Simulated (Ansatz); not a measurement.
CO₂: do energies and stresses tell the same story?

The calculation used DFT PBEsol, scalar-relativistic, plane waves, PAW in Ansatz.

Settings: cutoff 420 eV, Γ-centred mesh 8×8×8 on the computed 6-atom cell, Gaussian smearing of 0.02 eV; no spin polarisation.

Relaxed cell: I-42d, a = 3.918 Å, b = 3.918 Å, c = 5.937 Å, α = 90.00°, β = 90.00°, γ = 90.00°, 6 atoms in the primitive cell. This form isn't the usual stable structure of the compound.

Energies at zero smearing and pressures from the stress tensor, at volumes with shape and atoms relaxed:
| V (Å³/atom) | E − E(first) (meV/atom) | P (GPa) |
| --- | --- | --- |
| 7.139 | 0.00 | 9.90 |
| 7.367 | -10.23 | 4.60 |
| 7.595 | -13.40 | -0.01 |
| 7.823 | -10.44 | -4.05 |
| 8.050 | -2.15 | -7.57 |

Problem. Check P = −dE/dV between neighbouring volumes, and get the bulk modulus from the pressures alone.

Solution. With 1 eV/Å³ = 160.2 GPa:
| middle V (Å³/atom) | −ΔE/ΔV (GPa) | mean P (GPa) |
| --- | --- | --- |
| 7.253 | 7.197 | 7.249 |
| 7.481 | 2.226 | 2.296 |
| 7.709 | -2.080 | -2.027 |
| 7.936 | -5.833 | -5.811 |

The two differ by 0.07 GPa at most. The mean of two end pressures misses the average over a step by about ΔV² P″/12, up to 0.07 GPa here; with that taken off 0.02 GPa remains. Around V = 7.595 Å³/atom, the two neighbours give B = −V ΔP/ΔV = 7.595 × 8.65 / 0.456 = 144.1 GPa, against B0 = 143.6 GPa from the Birch–Murnaghan fit of the energies.

Cost: 6 runs of about 4.6 core-minutes in all, on Intel Xeon Platinum 8259CL (Skylake/Cascade Lake) (shared hosts).